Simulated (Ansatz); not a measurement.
Ca2H6Os in space group Fm-3m (No. 225; Ca on 8c, H on 24e, Os on 4a) under volume change, plane-wave PAW r²SCAN (Ansatz code), shape and atoms relaxed at each volume.

| V (Å³/atom) | E − E(relaxed) (meV/atom) | P (GPa) |
|---|---|---|
| 9.485 | 19.4 | 7.14 |
| 9.798 | 8.2 | 4.40 |
| 10.111 | 1.9 | 2.05 |
| 10.423 | 0.0 | 0.02 |
| 10.736 | 1.8 | -1.76 |
| 11.049 | 6.8 | -3.30 |
| 11.361 | 14.5 | -4.62 |

What does a third-order Birch–Murnaghan fit give for V₀, B₀ and B′?

V₀ = 10.42 Å³/atom, B₀ = 63.2 GPa, B′ = 3.8.

The workflow started from a Materials Project entry (that database holds measured and hypothetical structures alike); the Crystallography Open Database copy checked does not list it. Its standing as an ambient phase is unchecked. The r²SCAN relaxation kept the symmetry of its start; its stability against distortions is not shown here. No spin polarisation was allowed. Scalar-relativistic: spin–orbit coupling is off unless named, which matters more the heavier the elements.

Potentials: the later of the program's two PAW sets.
